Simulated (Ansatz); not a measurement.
VPt3 in space group R-3m (No. 166; V on 3a, Pt on 6c, Pt on 3b) at seven volumes, DFT-r²SCAN in the program Ansatz with PAW potentials, shape and atoms relaxed at each. One row is withheld.

| V (Å³/atom) | P (GPa) |
|---|---|
| 13.417 | 30.67 |
| 13.859 | 18.47 |
| 14.302 | ? |
| 14.744 | 0.00 |
| 15.186 | -6.86 |
| 15.629 | -12.43 |
| 16.071 | -16.87 |

Problem. Fit the shown pressures and predict the withheld one.

Solution. Third-order Birch–Murnaghan: P = (3/2)B₀(x^(7/2) − x^(5/2))[1 + (3/4)(B′ − 4)(x − 1)] with x = (V₀/V)^(2/3). Least squares on the six rows gives V₀ = 14.743 Å³/atom, B₀ = 250.1 GPa, B′ = 5.62. At V = 14.302, x = 1.0205 and P = 8.27 GPa. The run itself gave 8.36 GPa.

The first step of the workflow began from a Materials Project structure, measured or hypothetical; the Crystallography Open Database copy checked does not list it. COD files the formula under space group No. 139, 221. Whether it is the stable phase at ambient conditions was not checked. The r²SCAN relaxation kept the symmetry of its start; its stability against distortions is not shown here. The run is not spin-polarised. Spin–orbit coupling is left out wherever it is not named.

Potentials: the later of the program's two PAW sets.
